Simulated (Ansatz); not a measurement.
An Ansatz input:

```yaml
crystal:
  lattice:
    - [0.0, 2.731142506, 2.731142506]
    - [2.731142506, 0.0, 2.731142506]
    - [2.731142506, 2.731142506, 0.0]
  atoms:
    - { symbol: Rh, position: [0.125, 0.125, 0.125], spin: 1.0 }
    - { symbol: Rh, position: [0.875, 0.875, 0.875], spin: 1.0 }
hamiltonian:
  xc: r2scan
  pseudopotentials:
    kind: paw
    azcp:
      Rh: "pseudopotentials/Rh.paw.azcp"
basis:
  ecutwfc: 500
  fft_grid_basis: typed
kpoints:
  mp_grid: { grid: [16, 16, 16], shift: [0, 0, 0] }
magnetization:
  spin_polarized: true
scf:
  occupations: { method: fermi_dirac, width: 0.05 }
```

Output

```
Engine: ansatz 0.2.0, aarch64-unknown-linux-gnu
Pseudopotentials: kind: paw
Pseudopotential: Rh, paw, valence charge 17, recommended cutoff 500 eV (meta_gga) 
Functional definition: r2SCAN
  parameter k0 = 0.174
  parameter k1 = 0.065
  parameter a1 = 4.9479
  exchange = r2scan_x(k0 = k0, k1 = k1, a1 = a1)
  correlation = r2scan_c
Crystal: 2 atoms, lattice volume = 40.744 Å³
Basis set: ecut = 500 eV, 1037 PW (Γ), exchange–correlation on 120×120×120 points (64 copies of the dense FFT grid, shifted against one another)
Bands: 22, of which v1, the nominal top of the filled ones, is band 17 counted from 1 (16 counted from 0)
Symmetry: 48 space group operations
Space group: Fd-3m (ITA 227), of the structure as read, at distance tolerance 3.4e-5 Å
Magnetic group: BNS 227.128 (UNI 1630), of the structure as read, at distance tolerance 3.4e-5 Å
k-points: 145 of 4096
Non-local potential: Rh, projectors of the file, l = 0: 3, l = 1: 2, l = 2: 2, l = 3: 1
PAW form: soft (Blöchl's): semilocal exchange-correlation on the pseudo side does not see the compensation charge
PAW frozen core: Rh, regenerated for the run's functional (the file was generated under x = pbe(κ = 0.804, μ = 0.2195149727645171), c = pbe(β = 0.06672455060314922))
PAW one-centre angular grid: Rh, 590 points (default); XC on 160 Gauss nodes
Initial density: superposition of atomic densities (chi_scale 0.1, normalization cell)
Starting moments: Σ|m| = 2 μB on 2 of 2 sites
Initial wavefunctions: pseudopotential atomic-orbital guess
Functional: x = r2scan, c = r2scan; τ floored in thin density (d = 2e-4 eV/Å³)
SCF iter   1: F=—  HF=-12828.549371 eV  |F-HF|=—  |Δ(HF+E_count)|=         —  Δρ=3.91e-2 (↑3.91e-2 ↓2.97e-2)  dr2=1.42e0  dr2_τ=1.61e-2  dr2_m=5.93e-2  M=1.314 μB ∫|m|=1.315 μB  β_m=0.88  ethr=3.10e-3  ⟨swp⟩=6.1  Hψ=28326  notcnv=0
Mixer restart at iter 1: flushing history
spin=Collinear: Kerker preconditioning applied to the charge; magnetization (m = ρ↑ − ρ↓) channel mixes plain (no charge-response kernel on spin).
SCF iter   2: F=—  HF=-12828.209076 eV  |F-HF|=—  |Δ(HF+E_count)|=   3.40e-1  Δρ=2.22e-2 (↑2.22e-2 ↓2.04e-2)  dr2=5.58e-1  dr2_τ=7.70e-3  dr2_m=6.12e-3  M=1.179 μB ∫|m|=1.193 μB  β_m=0.56  ethr=3.10e-3  ⟨swp⟩=2.0  Hψ=9907  notcnv=0  defer=19  κ⁻¹=1.0e0(r=1)
SCF iter   3: F=—  HF=-12828.168412 eV  |F-HF|=—  |Δ(HF+E_count)|=   4.07e-2  Δρ=8.54e-3 (↑8.54e-3 ↓7.66e-3)  dr2=4.46e-2  dr2_τ=1.49e-3  dr2_m=1.87e-3  M=0.986 μB ∫|m|=1.047 μB  β_m=1.00  ethr=1.64e-3  ⟨swp⟩=2.1  Hψ=10337  notcnv=0  defer=19  κ⁻¹=4.7e-2(r=2)
...
SCF iter  20: F=—  HF=-12828.312592 eV  |F-HF|=—  |Δ(HF+E_count)|=   2.23e-8  Δρ=1.47e-6 (↑1.26e-6 ↓1.47e-6)  dr2=9.00e-11  dr2_τ=8.02e-11  dr2_m=6.32e-10  M=0.000 μB ∫|m|=0.000 μB  β_m=0.80  ethr=8.70e-12  ⟨swp⟩=3.1  Hψ=15935  notcnv=0  defer=19  κ⁻¹=3.8e-7(r=8)
SCF iter  21: F=—  HF=-12828.312592 eV  |F-HF|=—  |Δ(HF+E_count)|=   2.34e-8  Δρ=2.73e-7 (↑2.44e-7 ↓2.73e-7)  dr2=1.66e-11  dr2_τ=2.94e-12  dr2_m=2.14e-12  M=0.000 μB ∫|m|=0.000 μB  β_m=1.00  ethr=1.00e-12  ⟨swp⟩=3.1  Hψ=16224  notcnv=0  defer=19  κ⁻¹=1.0e-6(r=8)
SCF iter  22: F=—  HF=-12828.312592 eV  |F-HF|=—  |Δ(HF+E_count)|=  1.46e-10  Δρ=3.96e-7 (↑3.96e-7 ↓3.34e-7)  dr2=6.07e-12  dr2_τ=4.62e-12  dr2_m=4.68e-11  M=0.000 μB ∫|m|=0.000 μB  β_m=1.00  ethr=1.00e-12  ⟨swp⟩=1.0  Hψ=16065  notcnv=0  κ⁻¹=4.7e-6(r=8)
SCF iter  23: F=-12828.312592 eV  HF=-12828.312592 eV  |F-HF|=6.18e-11  |Δ(HF+E_count)|=  2.04e-10  Δρ=2.86e-7 (↑2.60e-7 ↓2.86e-7)  dr2=1.98e-12  dr2_τ=2.71e-12  dr2_m=2.67e-11  M=-0.000 μB ∫|m|=0.000 μB  ethr=1.00e-12  ⟨swp⟩=2.5  Hψ=12787  notcnv=0
SCF 1 converged in 23 iterations: F = -12828.312592 eV  dr2 = 1.98e-12
WARN: the starting moments were not kept: the SCF closed with an absolute magnetisation of 1.0e-5 μB, where they sum to 2 μB in size (2 sites). That is at most 0.1 of that sum. Measured as dr2_m measures the in/out step, that magnetisation stands 2.9e-11 eV from none, at or under the dr2_threshold of 1.0e-7 eV: it is no larger than a step whose dr2_m would equal this threshold. The system may hold no moment; this SCF shows only that its start led to no more than that. To try another start: raise the starting moments (crystal.atoms[].spin, magnetization.per_species, magnetization.initial_magnetization, or on a non-collinear deck that types none of these the spinor_matrix: blocks that start its atoms; where the total moment is fixed, keep their sum and leave initial_magnetization as it is; typed ones take the place of any that the run laid by itself, positive ones on a crystal's lanthanoids without a Hubbard term where scf.initial_density.shell_occupations: [] is typed) or, if the notice of its spin-set hold's release reads "site moments contracting" or "site moments show no strong build", lengthen the hold (scf.mixing.spin_hold: { on: { confirm: 4 } }; for m-r²SCAN on two components see the key's manual first). Each may lead to a state that holds a moment. A second SCF, from the converged charge density, with the starting moments and any scf.initial_density.shell_occupations laid on it anew, would have followed, and was not run: the deck does not ask for one (magnetization.retry_lost_moments is false, the default). To let it run, set magnetization.retry_lost_moments: true and run the deck again, where that key's refused combinations let it; where memory then withholds it, that run's warning says so.
this state was not tested for a lower state beside it, because the mixer in use, unlike msr1, does not test its closes by its own steps (another_mixer; see scf.mixing.algorithm and scf.lower_state_search)
SCF converged after 23 iterations
Magnetization: -0.0000 μB (17.0000 up, 17.0000 down)
Absolute magnetization: 0.0000 μB (∫|ρ↑−ρ↓|, with the PAW one-centre terms)
Spin contamination: 0.0000 ħ² per cell (⟨S²⟩ above its minimum at these occupations)
Per-site moments (μB) at R_I (Å): [(-4.415147308026241e-6, 0.9756610015149908), (-4.415147307904099e-6, 0.9756610015149908)]
Free energy (F): -12828.312592 eV
Harris-Foulkes:  -12828.312592 eV  (|F-HF|=6.18e-11)
Internal energy: -12828.287263 eV  (E = F + TS)
E sigma→0 (E₀):  -12828.299928 eV
Entropy (-TS):   -0.025329 eV (-12.664 meV/atom)
Fermi energy:    13.686848 eV
--- Per-component energies (eV) ---
  E_band       = -498.309124
  E_kinetic    = 1143.796733
  E_local      = -4660.388157  (includes V_loc(G=0)·N_el)
  E_nonlocal   = 715.314961
  E_hartree    = 1718.147860
  E_xc         = -430.336144
  E_vxc        = -623.570572  (∫ρ·V_xc dr)
  E_paw        = -7210.096716  (= ΣΔE_a)
  E_vpaw       = -552.168436  (= ΣTr[D̂ρ^β])
  E_aug_tail   = 0.001146  (compensation charges beyond the density's cutoff)
  E_vtau       = 42.409440  (kinetic-family band-sum trace: ∫τ·v_τ [+ j·A + Jᵃ·Aᵃ] dr)
  E_ewald      = -4103.987027
  E_core_change = -0.739919  (= ΣΔE_core)
  E_smearing   = -0.025329  (= −TS)
  E_closure    = 0.000000  (closes the sum)
  Σ components = -12828.312592   (vs F -12828.312592, Δ=0.00e0)
```
